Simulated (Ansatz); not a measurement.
What DFT gives for Lu$_{3}$P

```xyz
8
Lattice="4.8644 0.0000 0.0000 -2.4322 4.2127 0.0000 0.0000 0.0000 8.5425" Properties=species:S:1:pos:R:3 pbc="T T T"
Lu    0.0000    0.0000    1.7085
Lu    0.0000    0.0000    6.8340
P    -0.0002    2.8086    2.4773
P     2.4325    1.4041    6.0652
Lu   -0.0002    2.8086    4.9547
Lu    2.4325    1.4041    3.5879
Lu   -0.0002    2.8086    8.2008
Lu    2.4325    1.4041    0.3417
```

Method: PBE, no spin polarisation; PAW, plane waves to 420 eV, 8×8×4 Γ-centred mesh, fermi-dirac occupations (width 0.019 eV) (Ansatz 0.2.0), atoms fixed.

Formation energy: -0.23 eV an atom against the elements' usual phases (free molecules for gases, crystals otherwise, with no correction for O₂ or N₂), so it is bound against them; other compounds may still compete. Relaxing would lower it.
Stress: The pressure is 7.3 GPa (compression positive), so with the atoms held at these fractions the cell would first expand; the forces are large, so a full relaxation may end otherwise. The principal stresses 5.7, 5.7, 10.6 GPa differ, so its shape would change too.
At the Fermi level: It is a metal, with about 7.7 states/eV a cell as the mean within 0.25 eV of the Fermi level, mostly Lu d (83 %).
Forces: The largest is on Lu5 (and as large on other atoms): 2.43 eV/Å, components (0.00, 0.00, 2.43). It makes 180° with the line to a nearest neighbour, P3 at 2.48 Å, pointing away from it.
Charges: Bader charges in e: Lu +0.17 to +0.99, P -2.04. In the mean Lu gives up most and P takes most.

Origin: a known structure type with other elements, at an estimated volume, so it need not be a known compound. Caveats: many states at the Fermi level without spin polarisation, so a magnetic state may lie lower; atoms or cell far from equilibrium.
